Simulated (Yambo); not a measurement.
A G0W0@LDA run in Yambo for MgTiF$_{6}$ (space group R-3, No. 148) (2×2×2 Γ-centred k mesh, bands 3 to 163 and a 7 Ry block in the screening, 163 bands in G with the Bruneval-Gonze terminator, plasmon pole fitted at 27.2 eV) gives these matrix elements, in eV, at the band edges (Γ → F):

```json
[
 {"state": "valence edge", "E0": "0.000", "<Vxc>": "-22.747", "<Σx>": "-30.550", "<Σc(E0)>": "5.255", "Z": "0.796"},
 {"state": "conduction edge", "E0": "4.835", "<Vxc>": "-21.439", "<Σx>": "-13.013", "<Σc(E0)>": "-5.079", "Z": "0.801"}
]
```

**Question.** Solve the linearised quasiparticle equation for both states, give the gap, and say how exchange and correlation each act on it.

**Answer.** E = E0 + Z(Σx + Σc − Vxc). Valence: 0.000 + 0.796 × (-30.550 + (5.255) − (-22.747)) = -2.03 eV. Conduction: 4.835 + 0.801 × (-13.013 + (-5.079) − (-21.439)) = 7.52 eV. The gap is 9.54 eV, against 4.83 eV in LDA. Replacing Vxc by bare exchange alone would open it by 16.23 eV; correlation takes back 10.33 eV of that, and Z scales what is left. Nearest settings tried, and what they do to the gap: 130 bands in W, 130 bands in G: +16 meV; 6 Ry block (175 vectors against 223): +64 meV; 4×4×4 mesh: +9 meV. So the settings aren't converged at that level. The k mesh is coarse. 

Geometry of the Materials Project entry, not relaxed at this level; primitive cell a = 5.3688 Å, b = 5.3688 Å, c = 5.3688 Å, α = 58.13°, β = 58.13°, γ = 58.13°.

The structure is a Materials Project entry; no match was found in the copy of COD used, and its stability was not checked.
